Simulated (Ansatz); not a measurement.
# Ansatz 0.2.0, relaxation: Rb₂YRuBr₆

Run with:

```bash
ansatz run input.yaml --threads 2 --pin off --max-ram 3584MiB --backend cpu --events-out ev --progress --plain --runs-dir out
```

Input:

```yaml
crystal:
  lattice:
    - [0.0, 5.25826, 5.25826]
    - [5.25826, 0.0, 5.25826]
    - [5.25826, 5.25826, 0.0]
  atoms:
    - { symbol: Br, position: [0.7343, 0.2657, 0.2657] }
    - { symbol: Br, position: [0.2657, 0.7343, 0.2657] }
    - { symbol: Br, position: [0.2657, 0.7343, 0.7343] }
    - { symbol: Br, position: [0.7343, 0.2657, 0.7343] }
    - { symbol: Br, position: [0.2657, 0.2657, 0.7343] }
    - { symbol: Br, position: [0.7343, 0.7343, 0.2657] }
    - { symbol: Rb, position: [0.25, 0.25, 0.25] }
    - { symbol: Rb, position: [0.75, 0.75, 0.75] }
    - { symbol: "Y", position: [0.0, 0.0, 0.0] }
    - { symbol: Ru, position: [0.5, 0.5, 0.5] }
  symmetry: { tolerance: 0.0003 }
kpoints:
  mp_grid: { grid: [6, 6, 6], shift: [0, 0, 0] }
magnetization:
  spin_polarized: false
scf:
  occupations: { method: methfessel_paxton, width: 0.0959 }
  lower_state_search: "off"
hamiltonian:
  pseudopotentials: { kind: paw }
  xc: r2scan
basis:
  ecutwfc: 500
  fft_grid_basis: typed
relax:
  max_steps: 60
output:
  forces: true
  stress: true
  eigenvalues: true
  bader: true
  populations: true
  elf: true
  write_potential: true
  volumetric_format: npy
  dos:
    e_range: [-12, 8]
    de: 0.05
    projected: { site_lists: { Br: [Br], Rb: [Rb], Ru: [Ru], "Y": ["Y"] } }
checkpoint:
  read: saved_state
```

Origin of the cell: a known structure type with other elements, at an estimated volume, so it need not be a known compound.

The saved state is a converged single point of the same cell.

Steps:

```json
{"step": "1", "ΔF (meV/atom)": "0.0", "max force component (eV/Å)": "1.274", "SCF iterations": "9", "step was": "accepted"}
{"step": "2", "ΔF (meV/atom)": "-8.2", "max force component (eV/Å)": "1.081", "SCF iterations": "8", "step was": "accepted"}
{"step": "3", "ΔF (meV/atom)": "-30.0", "max force component (eV/Å)": "0.132", "SCF iterations": "6", "step was": "accepted"}
{"step": "4", "ΔF (meV/atom)": "-30.3", "max force component (eV/Å)": "0.002", "SCF iterations": "8", "step was": "accepted"}
{"step": "5", "ΔF (meV/atom)": "-30.3", "max force component (eV/Å)": "0.002", "SCF iterations": "2", "step was": "accepted"}
```

Step 1, with forces in eV/Å:

```xyz
10
Lattice="0.000 5.258 5.258 5.258 0.000 5.258 5.258 5.258 0.000" Properties=species:S:1:pos:R:3:forces:R:3 pbc="T T T" step=1
Br    2.794    5.258    5.258   -1.274    0.000    0.000
Br    5.258    2.794    5.258    0.000   -1.274    0.000
Br    7.722    5.258    5.258    1.274    0.000    0.000
Br    5.258    7.722    5.258    0.000    1.274    0.000
Br    5.258    5.258    2.794    0.000    0.000   -1.274
Br    5.258    5.258    7.722    0.000    0.000    1.274
Rb    2.629    2.629    2.629    0.000    0.000    0.000
Rb    7.887    7.887    7.887    0.000    0.000    0.000
Y     0.000    0.000    0.000    0.000    0.000    0.000
Ru    5.258    5.258    5.258    0.000    0.000    0.000
```

Step 2, with forces in eV/Å:

```xyz
10
Lattice="0.000 5.258 5.258 5.258 0.000 5.258 5.258 5.258 0.000" Properties=species:S:1:pos:R:3:forces:R:3 pbc="T T T" step=2
Br    2.645    5.258    5.258    1.081    0.000    0.000
Br    5.258    2.645    5.258    0.000    1.081    0.000
Br    7.871    5.258    5.258   -1.081    0.000    0.000
Br    5.258    7.871    5.258    0.000   -1.081    0.000
Br    5.258    5.258    2.645    0.000    0.000    1.081
Br    5.258    5.258    7.871    0.000    0.000   -1.081
Rb    2.629    2.629    2.629    0.000    0.000    0.000
Rb    7.887    7.887    7.887    0.000    0.000    0.000
Y     0.000    0.000    0.000    0.000    0.000    0.000
Ru    5.258    5.258    5.258    0.000    0.000    0.000
```

Step 3, with forces in eV/Å:

```xyz
10
Lattice="0.000 5.258 5.258 5.258 0.000 5.258 5.258 5.258 0.000" Properties=species:S:1:pos:R:3:forces:R:3 pbc="T T T" step=3
Br    2.723    5.258    5.258   -0.132    0.000    0.000
Br    5.258    2.723    5.258    0.000   -0.132    0.000
Br    7.794    5.258    5.258    0.132    0.000    0.000
Br    5.258    7.794    5.258    0.000    0.132    0.000
Br    5.258    5.258    2.723    0.000    0.000   -0.132
Br    5.258    5.258    7.794    0.000    0.000    0.132
Rb    2.629    2.629    2.629    0.000    0.000    0.000
Rb    7.887    7.887    7.887    0.000    0.000    0.000
Y     0.000    0.000    0.000    0.000    0.000    0.000
Ru    5.258    5.258    5.258    0.000    0.000    0.000
```

Step 5, with forces in eV/Å:

```xyz
10
Lattice="0.000 5.258 5.258 5.258 0.000 5.258 5.258 5.258 0.000" Properties=species:S:1:pos:R:3:forces:R:3 pbc="T T T" step=5
Br    2.714    5.258    5.258   -0.002    0.000    0.000
Br    5.258    2.714    5.258    0.000   -0.002    0.000
Br    7.802    5.258    5.258    0.002    0.000    0.000
Br    5.258    7.802    5.258    0.000    0.002    0.000
Br    5.258    5.258    2.714    0.000    0.000   -0.002
Br    5.258    5.258    7.802    0.000    0.000    0.002
Rb    2.629    2.629    2.629    0.000    0.000    0.000
Rb    7.887    7.887    7.887    0.000    0.000    0.000
Y     0.000    0.000    0.000    0.000    0.000    0.000
Ru    5.258    5.258    5.258    0.000    0.000    0.000
```

```yaml
Free_energy_lowered_by: 30.3 meV/atom
Final_pressure: 3.38 GPa
Relaxation_steps_listed: 5
```

Caveats: no moments, though an odd count or open d shells may carry them; the SCF threshold is looser than advised for a stress; the relaxation held the start's symmetry, so the end may be a saddle point.

It ran for 2.4 min on 2 threads of Arm Neoverse V2, with other jobs on the host, peak memory 1.7 GiB, from a saved density.
